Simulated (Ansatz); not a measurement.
# A trial form of Mo2C3

All numbers below come from DFT PBE, scalar-relativistic, plane waves, PAW (Ansatz). Cutoff 420 eV, Gaussian smearing, Γ-centred meshes. Cell and atoms relax first on a coarse mesh and then on a finer one. In between, the cell is made exact in the group found at 0.06 Å. In metals the finer mesh still leaves noise of several meV/atom or more. The steps can't lower the symmetry of their start. Collinear spin is switched on along the way, since trial moments persisted in a coarse test.

Recipe of this trial structure of Mo2C3: random cell by space group and Wyckoff sites (Pm-3m, No. 221). The dimensions are guesses.

```xyz
5
Lattice="5.3287 0.0000 0.0000 0.0000 5.3287 0.0000 0.0000 0.0000 5.3287" Properties=species:S:1:pos:R:3 pbc="T T T"
Mo    2.6644    2.6644    2.6644
Mo    0.0000    0.0000    0.0000
C     2.6644    0.0000    0.0000
C     0.0000    2.6644    0.0000
C     0.0000    0.0000    2.6644
```

Formation energies are uncorrected and refer to the elements' standard structures at the same level.

Problem. Which structure results?

Solution. The symmetry stays Pm-3m (No. 221). The volume per atom shrinks by 58.1 %, from 30.3 to 12.7 Å³. The shortest distance goes from 2.66 Å (Mo–C) to 1.99 Å (Mo–C). The energy falls by about 3.1 eV/atom (the start's value is from the coarse mesh). Conventional cell: a = 3.987 Å. Around Mo on its first site lie 12 C at 2.82 Å; Mo on its second site is surrounded by 6 C at 1.99 Å; C has 2 Mo at 1.99 Å, 4 Mo at 2.82 Å and 8 C at 2.82 Å.

Space group Pm-3m (No. 221). a = 3.987 Å, b = 3.987 Å, c = 3.987 Å, α = 90.00°, β = 90.00°, γ = 90.00°
```tsv
atom	site	symmetry	x	y	z
Mo	1b	m-3m	0.5000	0.5000	0.5000
Mo	1a	m-3m	0.0000	0.0000	0.0000
C	3d	4/mm.m	0.5000	0.0000	0.0000
```

Problem. Give its energy and gap.

Solution. The energy over the elements is +2.10 eV/atom, the gap on the 10×10×10 mesh of the 5-atom cell is 0 eV (a metal) and the net moment per atom is 0.38 μB. The moment by site is Mo 2.0 μB.

A positive value: parting into the elements would lower its energy.

The last run used collinear spin and Gaussian smearing of 0.10 eV. The reference form of C is held partly by dispersion forces, which this level lacks. Another magnetic order may lie lower. Symmetry constrained the relaxation, so the result can be a saddle point. Another cell of Mo2C3 relaxed alike but without spin, in Amm2, lies 1.21 eV/atom lower, so this cell isn't the stable form at this level. Site moments count only spheres around the atoms; the net moment includes the space between them.
